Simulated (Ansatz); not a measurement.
Input and command of a plane-wave DFT calculation in Ansatz:

```yaml
crystal:
  lattice:
    - [-1.7885897003, 1.7885897003, 6.370881722]
    - [1.7885897003, -1.7885897003, 6.370881722]
    - [1.7885897003, 1.7885897003, -6.370881722]
  atoms:
    - { symbol: Pb, position: [0.365, 0.365, 0.0] }
    - { symbol: Pb, position: [0.635, 0.635, 0.0] }
    - { symbol: F, position: [0.0, 0.0, 0.0] }
basis:
  ecutwfc: 420
kpoints:
  mp_grid: { grid: [6, 6, 6] }
hamiltonian:
  xc: pbe
scf:
  occupations: { method: gaussian, width: 0.1 }
  lower_state_search: "off"
output:
  forces: true
  stress: true
  eigenvalues: true
relax:
  adjacent_minimum: "off"
  f_tol: 0.04
  max_steps: 70
  cell: { stress_tol: 0.4 }
```

```bash
ansatz run input.yaml --threads 1 --pin off --max-ram 2560MiB --backend cpu --events-out ev --progress --plain --runs-dir out
```

Processor: Intel(R) Xeon(R) Platinum 8375C CPU @ 2.90GHz (Ice Lake), 1 thread, on a host shared with other jobs.

How long does it run, and how much memory does it take?

About 20 s on 1 thread of Intel(R) Xeon(R) Platinum 8375C CPU @ 2.90GHz (Ice Lake), on a shared host, peak memory 0.42 GiB. It solves 22 bands at 30 k points (the mesh reduced by the symmetry that the task leaves, which can be less than the crystal's) with about 1395 plane waves (on the last cell), in 45 SCF iterations over 7 ionic steps.
